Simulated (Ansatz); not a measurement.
Here is an unrelaxed guess for NiBr3.

```cif
data_structure
_symmetry_space_group_name_H-M 'Pm-3m'
_symmetry_Int_Tables_number 221
_cell_length_a 5.1000
_cell_length_b 5.1000
_cell_length_c 5.1000
_cell_angle_alpha 90.000
_cell_angle_beta 90.000
_cell_angle_gamma 90.000
_cell_volume 132.65
loop_
_atom_site_label
_atom_site_type_symbol
_atom_site_symmetry_multiplicity
_atom_site_Wyckoff_symbol
_atom_site_fract_x
_atom_site_fract_y
_atom_site_fract_z
_atom_site_occupancy
Ni1 Ni 1 a 0.00000 0.00000 0.00000 1
Br1 Br 3 d 0.50000 0.00000 0.00000 1
```

Method: Ansatz, DFT PBE, scalar-relativistic, plane waves, PAW. Plane waves to 420 eV, a k mesh through Γ of 4×4×4 on the computed 4-atom cell and Gaussian smearing (0.10 eV); collinear spin from starting moments 2.0 0.0 0.0 0.0 μB.

The zero of energy is the elements' standard structures at the same level; no fitted shifts are applied. The references include crystalline Br.

**Question.** How far from equilibrium is it?

**Answer.** The pressure is -3.4 GPa (it wants to contract), the largest force is 0.00 eV/Å (symmetry fixes the atoms), and the energy is −0.03 eV/atom against the elements. The shortest distance is 2.55 Å.

**Question.** How much does it gain on relaxing, and where does it end?

**Answer.** Relaxing gains under 0.1 eV/atom (the start's value is from the coarse mesh, so the gain is rough) in 7 ionic steps and ends at −0.04 eV/atom on the finer mesh. The symmetry stays Pm-3m (No. 221). The end has the ReO3 type. The volume per atom shrinks by 10.2 %, from 33.2 to 29.8 Å³. The shortest distance goes from 2.55 Å (Ni–Br) to 2.46 Å (Ni–Br). Conventional cell: a = 4.920 Å. Around Ni lie 6 Br at 2.46 Å; Br is surrounded by 2 Ni at 2.46 Å.

The last run used a 10×10×10 mesh for its 4-atom cell and Gaussian smearing of 0.10 eV. For metals, differences of a few meV/atom aren't resolved. In such compounds of Ni a zero gap at this level may well be an artefact, since no Hubbard U is applied. An odd number of electrons in the primitive cell allows no gap without spin; a larger cell or a magnetic state could open one. The reference form of Br is held partly by dispersion forces, which this level lacks. Trial moments died out on the coarse mesh, so the last step has no spin; another magnetic start might hold. The relaxation can't lower the symmetry of the start. A structure relaxed within its symmetry needn't be a true minimum.
